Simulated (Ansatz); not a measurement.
LiF (zinc blende, space group No. 216), a = b = c = 4.289 Å, α = β = γ = 90.00°; the cell used has 2 atoms.

Relaxed with r²SCAN. r²SCAN in the plane-wave PAW code Ansatz gives a gap of 8.67 eV.

Q: What gap does HSE06 give on the same cell (Ansatz, PAW)?

A: 10.12 eV, 1.44 eV more. The hybrid was solved on a coarser mesh and at special points; its gap is the smallest among all of these.

```
k  v1 r²SCAN  c1 r²SCAN  v1 HSE06  c1 HSE06
-  ---------  ---------  --------  --------
Γ       0.00       8.67      0.00     10.12
X      -0.80      11.39         …         …
L      -0.26      12.88         …         …
W      -0.78      12.91         …         …
K      -0.62      12.60         …         …
```

Q: Top valence (v1) and lowest conduction level (c1) in eV from each method's valence maximum (which need not be a listed point): supply the withheld HSE06 values.

A: 
- K, v1 HSE06: -0.65
- K, c1 HSE06: 14.06
- L, v1 HSE06: -0.28
- L, c1 HSE06: 14.32
- X, v1 HSE06: -0.84
- X, c1 HSE06: 12.83
- W, v1 HSE06: -0.82
- W, c1 HSE06: 14.38

Cost on shared cores: the r²SCAN run (SCF on a 11×11×11 mesh, then bands and DOS) very roughly 12 core-seconds, the HSE06 run (SCF on 8×8×8, then a few points) around 40 core-seconds (rough); the tasks are unlike.

Space group F-43m (zinc blende). The start of the workflow was typed in or built on a structure type; neither database checked (COD, Materials Project) lists it. It is not the phase usual at ambient conditions (space group No. 225). The r²SCAN relaxation kept the symmetry of its start; whether a distortion lowers the energy is not shown.

Potentials: the earlier of the program's two PAW sets.
